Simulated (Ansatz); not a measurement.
A relaxed 1×1 slab of 6 planes, cut along (10-10) from a hcp crystal of one element, has a cell area of 16.24 Å² and a bulk spacing of 0.925 Å between its first planes. All-electron LAPW in Ansatz 0.2.0 (PBE, scalar-relativistic, no spin polarisation) gives γ = 1.85 J/m², Φ = 3.85 eV and a change of the outer spacing of -5.1 %. The hcp structure needn't be the element's own.

Task: Which element is it?

Result: Hf. Other candidates weren't computed, and some may come near.
